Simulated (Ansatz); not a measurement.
Data:

B$_{2}$Ir:
Space group P6/mmm (No. 191); a = b = 3.1049 Å, c = 3.2468 Å, α = β = 90.00°, γ = 120.00°

| atom | site | symmetry | x | y | z |
|---|---|---|---|---|---|
| Ir | 1a | 6/mmm | 0.0000 | 0.0000 | 0.0000 |
| B | 2d | -6m2 | 0.3333 | 0.6667 | 0.5000 |

This is the PBE-relaxed structure.

Q: All from plane-wave PAW PBE (Ansatz code), unless another level is named. Estimate the electronic character.

A: metallic (no gap).

Q: And the formation energy from the elements (no fitted shifts)?

A: 49 kJ/mol-atom.

Q: And the density of states at the Fermi level?

A: 0.37 states/eV per atom (mean over ±0.08 eV).

Q: Predict the gap with spin–orbit coupling.

A: none (metallic).

The cell is a constructed one: a structure type filled with these elements; neither database checked (COD, Materials Project) lists it. Whether it is the stable phase at ambient conditions was not checked. Symmetry was held in the PBE relaxation; whether a distortion lowers the energy is not shown. No spin polarisation was allowed. The references are the lowest solids computed at this level, not always the standard phases. Spin–orbit coupling is left out wherever it is not named.

Potentials: the earlier of the program's two PAW sets.
